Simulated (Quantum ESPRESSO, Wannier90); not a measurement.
# IrO$_{2}$ (rutile), plane waves to Wannier functions

```
CELL_PARAMETERS angstrom
      4.50531     0.00000     0.00000
      0.00000     4.50531     0.00000
      0.00000     0.00000     3.17671
ATOMIC_POSITIONS crystal
  Ir 0.50000 0.50000 0.50000
  Ir 0.00000 0.00000 0.00000
  O  0.69134 0.69134 0.00000
  O  0.30866 0.30866 0.00000
  O  0.80866 0.19134 0.50000
  O  0.19134 0.80866 0.50000
```

Cell from Materials Project (mp-2723), symmetrised, no further relaxation. COD (Crystallography Open Database) has an entry of this formula and space group (matched by these alone). Computed values, not measurements, from PBEsol: Quantum ESPRESSO (norm-conserving PseudoDojo potentials, cutoff 68 Ry, no spin polarisation, no spin-orbit coupling) on a Γ-centred 4×4×6 mesh, then Wannier90. Density: 8×8×10 mesh, cold smearing 0.01 Ry. Spin-orbit coupling is left out although heavy elements are present.

Functional, cutoff and mesh named above are those of the base row (4×4×6); the first column says what each row takes instead. Model: 22 functions from bands 13-50, start hydrogen-like Ir: d; O: p, centres 0.05 Å off the atoms, frozen window tied to the conduction edge or Fermi level of each row, as listed, which moves Ω_I and hoppings a little by itself. Energies are relative to the Fermi level; the misfit is to pw.x on a path, for states up to 1.0 eV relative to the Fermi level. Only the mesh of Bloch states changes. The disentangled Ω_I can sit in another minimum from row to row.

```json
[
 {"mesh": "2×2×2", "frozen to (eV)": "1.50", "Ω_I (Å²)": "15.55", "rms misfit (meV)": "37", "k-points (cost)": "8", "rough cost of nscf and overlaps (first row = 1)": "1.0"},
 {"mesh": "2×2×3", "frozen to (eV)": "1.50", "Ω_I (Å²)": "16.25", "rms misfit (meV)": "23", "k-points (cost)": "12", "rough cost of nscf and overlaps (first row = 1)": "1.3"},
 {"mesh": "3×3×4", "frozen to (eV)": "1.50", "Ω_I (Å²)": "16.94", "rms misfit (meV)": "4.3", "k-points (cost)": "36", "rough cost of nscf and overlaps (first row = 1)": "2.8"},
 {"mesh": "3×3×5", "frozen to (eV)": "1.50", "Ω_I (Å²)": "17.15", "rms misfit (meV)": "4.0", "k-points (cost)": "45", "rough cost of nscf and overlaps (first row = 1)": "3"},
 {"mesh": "4×4×6", "frozen to (eV)": "1.50", "Ω_I (Å²)": "17.47", "rms misfit (meV)": "0.9", "k-points (cost)": "96", "rough cost of nscf and overlaps (first row = 1)": "7"},
 {"mesh": "5×5×7", "frozen to (eV)": "1.50", "Ω_I (Å²)": "17.54", "rms misfit (meV)": "0.6", "k-points (cost)": "175", "rough cost of nscf and overlaps (first row = 1)": "13"}
]
```
